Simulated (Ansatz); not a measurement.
# Ge, first-principles data

Ge:
```xyz
4
Lattice="3.9587 0.0000 0.0000 -1.9793 3.4283 0.0000 0.0000 0.0000 6.5318" Properties=species:S:1:pos:R:3 pbc="T T T"
Ge     1.9793     1.1428     0.4106
Ge     0.0000     2.2855     6.1211
Ge     0.0000     2.2855     3.6765
Ge     1.9793     1.1428     2.8553
```

Space group P6_3/mmc (No. 194); conventional cell a = 3.9587 Å, b = 3.9587 Å, c = 6.5318 Å, α = 90.00°, β = 90.00°, γ = 120.00°.

Method: DFT-LDA in the program Ansatz with PAW potentials. Structure relaxed to zero pressure with the same functional. Other levels are named where they apply.

### Cell and energy

```yaml
volume_per_atom: 22.16 Å³
density: 5.44 g/cm³
```

### Electronic structure

```yaml
electronic_character: no gap, with almost no states at the Fermi level (zero-gap or semimetallic)
Density of states at the Fermi level: 0.01 states/eV per atom (mean over ±0.08 eV)
```

### Mechanics

```yaml
Bulk modulus (Birch–Murnaghan fit): 72.1 GPa
Pressure derivative B′: 4.8
Elastic constants (relaxed ions, GPa): C11 = 145, C12 = 41.8, C13 = 27.4, C33 = 168, C44 = 40.4
mechanical_stability: stable (all eigenvalues of C positive)
hill_bulk_and_shear_moduli: 72.2 and 49.5 GPa
Young's modulus: 121 GPa
Poisson's ratio: 0.22
debye_temperature_from_the_elastic_constants: 354 K
```

### Phonons

```yaml
highest_zone_centre_frequency: 291 cm^-1
zone_centre_stability: no imaginary mode at Γ
```

The first step of the workflow began from a Materials Project structure, measured or hypothetical; the Crystallography Open Database copy checked does not list it. It is not the phase usual at ambient conditions (space group No. 227). Symmetry was held in the LDA relaxation. As this level gives no gap, shear constants depend on the k-mesh and smearing (Fermi–Dirac, 0.1 eV here). As this level gives no gap, phonon frequencies hold no LO–TO term and depend on the k-mesh and smearing (Fermi–Dirac, 0.1 eV here). Scalar-relativistic: spin–orbit coupling is off unless named, which matters more the heavier the elements.

Potentials: the earlier of the program's two PAW sets. The files were generated under PBE; for other functionals the program regenerates the frozen cores, and for LDA and PBEsol the local potential too.
